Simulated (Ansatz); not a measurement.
TiAl in space group P-6m2 (No. 187; Ti on 1a, Al on 1d) at seven volumes, LDA (plane waves, PAW; program Ansatz), shape and atoms relaxed at each. One row is withheld.

| V (Å³/atom) | P (GPa) |
|---|---|
| 14.306 | 12.93 |
| 14.778 | ? |
| 15.249 | 3.72 |
| 15.721 | 0.00 |
| 16.193 | -3.23 |
| 16.664 | -6.03 |
| 17.136 | -8.47 |

### Question
Fit the shown pressures and predict the withheld one.

### Answer
Third-order Birch–Murnaghan: P = (3/2)B₀(x^(7/2) − x^(5/2))[1 + (3/4)(B′ − 4)(x − 1)] with x = (V₀/V)^(2/3). Least squares on the six rows gives V₀ = 15.721 Å³/atom, B₀ = 115.3 GPa, B′ = 3.69. At V = 14.778, x = 1.0421 and P = 7.99 GPa. The run itself gave 8.00 GPa.

The first step of the workflow began from a Materials Project structure, measured or hypothetical; the Crystallography Open Database copy checked does not list it. With Ti and Al taken as one species the cell has the higher symmetry P6_3/mmc, so it may be an ordered model of a mixed-site phase. It is not the phase usual at ambient conditions (space group No. 123). Symmetry was held in the LDA relaxation; whether a distortion lowers the energy is not shown. No spin polarisation was allowed.

Potentials: the later of the program's two PAW sets.
